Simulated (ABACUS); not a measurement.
A self-consistent single point of GePt (Pnma, 8 atoms in the cell; from Materials Project mp-542640, changed as shown).

```
CELL_PARAMETERS angstrom
      5.75601     0.00000     0.00000
      0.00000     3.80463     0.00000
      0.00000     0.00000     6.11156
ATOMIC_POSITIONS crystal
  Ge 0.81393 0.75000 0.58801
  Ge 0.18607 0.25000 0.41199
  Ge 0.68607 0.25000 0.08801
  Ge 0.31393 0.75000 0.91199
  Pt 0.00185 0.75000 0.19271
  Pt 0.99815 0.25000 0.80729
  Pt 0.49815 0.25000 0.69271
  Pt 0.50185 0.75000 0.30729
```

All values come from this method and carry its errors: PBE, PseudoDojo 0.5 standard norm-conserving PBE (tails mended) pseudopotentials (plane waves; ABACUS).

ABACUS settings:

* **KPT**: Gamma 3 4 3 0.5 0.5 0.5
* **basis_type**: pw
* **dft_functional**: PBE
* **ecutwfc**: 84 Ry
* **smearing_method**: gaussian
* **smearing_sigma**: 0.00734986 Ry
* **potentials**: PseudoDojo 0.5 standard norm-conserving PBE (tails mended)
* **symmetry**: 1
* **symmetry_prec**: 1e-05
* **ks_solver**: cg
* **scf_nmax**: 100
* **scf_thr**: 1.0e-09 Ry
* **mixing_type**: broyden

Results:

- Number of valence electrons: 128
- Number of bands: 77
- Number of k-points after the program's reduction: 8
- Number of plane waves (most at a k-point): 11760
- Number of SCF iterations: 15
- FFT grid: 64 × 45 × 72
- Free energy E − TS: -23940.4213 eV
- Fermi level (on the code's own zero): 17.81 eV
- Pressure: 1.72 GPa
- Largest force (vector length): 0.212 eV/Å

Forces (eV/Å):
```
atom      Fx     Fy      Fz
----  ------  -----  ------
Ge1    0.145  0.000   0.155
Ge2   -0.145  0.000  -0.155
Ge3   -0.145  0.000   0.155
Ge4    0.145  0.000  -0.155
Pt5   -0.083  0.000   0.061
Pt6    0.083  0.000  -0.061
Pt7    0.083  0.000   0.061
Pt8   -0.083  0.000  -0.061
```

Stress (GPa, positive for compression):
```
 2.97   0.00   0.00
 0.00  -0.88   0.00
 0.00   0.00   3.07
```

For comparison: a first run was changed to give this one (lattice vector b scaled by 1.02), and from it to this one the free energy falls by 3.1 meV/atom, the pressure goes from 5.01 to 1.72 GPa and the largest force goes from 0.125 to 0.212 eV/Å.

The structure comes from a collection of computed structures, made at another level of theory; the collection holds predicted forms beside known ones. No clean gap shows at this smearing width and mesh (spacing up to 0.41 Å⁻¹); the mesh is coarse for partly filled bands, so the values carry mesh errors.

Cost on one core: about 9 core-minutes (a rough figure).

“Tails mended”: in these copies of the files the far tail of each local potential was reset to the Coulomb form.
